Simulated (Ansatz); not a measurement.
A geometry of ScAl$_{3}$ away from equilibrium: step 2 of the relaxation of a generated cell, ScAl3 placed in the AFLOW prototype AB3_tP8_113_a_ce (D0_17, as in BaS3). The numbers are results of r2SCAN (plane waves to 500 eV, PAW, scalar-relativistic; Ansatz, a program for electronic structure), not measurements. Γ-centred k-mesh 6×6×9 on the run's cell (coarser than for final values), Fermi–Dirac smearing 0.05 eV.

```
CELL_PARAMETERS angstrom
      6.12043     0.00000     0.00000
      0.00000     6.12043     0.00000
      0.00000     0.00000     3.73313
ATOMIC_POSITIONS crystal
  Sc 0.00000 0.00000 0.00000
  Sc 0.50000 0.50000 0.00000
  Al 0.50000 0.00000 0.15241
  Al 0.00000 0.50000 0.84759
  Al 0.30246 0.19754 0.50462
  Al 0.19754 0.69754 0.49538
  Al 0.80246 0.30246 0.49538
  Al 0.69754 0.80246 0.50462
```

**Question.** What forces act on the atoms (eV/Å)?

**Answer.** 
```
atom     Fx     Fy     Fz
----  -----  -----  -----
Sc1    0.00   0.00   0.00
Sc2    0.00   0.00   0.00
Al3    0.00   0.00  -6.46
Al4    0.00   0.00   6.46
Al5   -2.76   2.76   2.85
Al6    2.76   2.76  -2.85
Al7   -2.76  -2.76  -2.85
Al8    2.76  -2.76   2.85
```

**Question.** What is the pressure?

**Answer.** +11.9 GPa, compression positive.

**Question.** How far above the relaxed end point is this geometry?

**Answer.** 0.74 eV/atom; the path ends in Pm-3m (No. 221) (Cu3Au type).

No spin polarisation in the result.

The run could not lose the symmetry of its start.
